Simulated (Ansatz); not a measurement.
The calculation used DFT PBE, scalar-relativistic, plane waves, PAW, and for the lanthanide a 4f-in-core norm-conserving potential (Ansatz). Settings: cutoff 660 eV, Γ-centred meshes spaced at most about 0.3 Å⁻¹, and about 0.25 Å⁻¹ or finer for metals (2π included), Gaussian smearing. No spin polarisation in the final relaxations.

Temperature and zero-point effects are left out. All come from trial cells, and lower structures may exist.

Task: Which of these relaxed structures of Pr2F is the lowest in energy?
1.

Space group Fm-3m (No. 225). a = 6.704 Å, b = 6.704 Å, c = 6.704 Å, α = 90.00°, β = 90.00°, γ = 90.00°
```csv
atom,site,symmetry,x,y,z
Pr,8c,-43m,0.2500,0.7500,0.7500
F,4a,m-3m,0.0000,0.0000,0.0000
```

2.

Space group I4/mcm (No. 140). a = 7.003 Å, b = 7.003 Å, c = 5.930 Å, α = 90.00°, β = 90.00°, γ = 90.00°
```json
{"atom": "Pr", "site": "8h", "symmetry": "m.2m", "x": "0.6627", "y": "0.1627", "z": "0.0000"}
{"atom": "F", "site": "4a", "symmetry": "422", "x": "0.0000", "y": "0.0000", "z": "0.7500"}
```

3.

Space group Pn-3m:1 (No. 224). a = 5.571 Å, b = 5.571 Å, c = 5.571 Å, α = 90.00°, β = 90.00°, γ = 90.00°
```json
{"atom": "Pr", "site": "4b", "symmetry": ".-3m", "x": "0.2500", "y": "0.2500", "z": "0.2500"}
{"atom": "F", "site": "2a", "symmetry": "-43m", "x": "0.0000", "y": "0.0000", "z": "0.0000"}
```

4.

Space group P6/mmm (No. 191). a = 3.604 Å, b = 3.604 Å, c = 7.998 Å, α = 90.00°, β = 90.00°, γ = 120.00°
| atom | site | symmetry | x | y | z |
| --- | --- | --- | --- | --- | --- |
| Pr | 2e | 6mm | 0.0000 | 0.0000 | 0.7865 |
| F | 1b | 6/mmm | 0.0000 | 0.0000 | 0.5000 |

Result: 3. It has the cuprite type, space group Pn-3m (No. 224); the next, 4, with space group P6/mmm (No. 191), lies 0.31 eV/atom higher. Counting F atoms around Pr (those within 1.25 times the shortest such distance or 1.15 times the sum of covalent radii, 1.27 where that leaves under three), the lowest has Pr 2 and the next has Pr 1.

In P6/mmm, Fm-3m an odd number of valence electrons (the lanthanide is held trivalent, its 4f shell in the core) allows no gap without spin; another valence of the lanthanide, a larger cell or a magnetic state could open one. A magnetic state wasn't ruled out in cells without spin, among them Fm-3m. Cells relaxed within their symmetry can be saddle points. Some types were kept out of the candidates beforehand, so the set may lack a known form.

The lanthanide is trivalent by construction, without f bands, f moments or other valences.
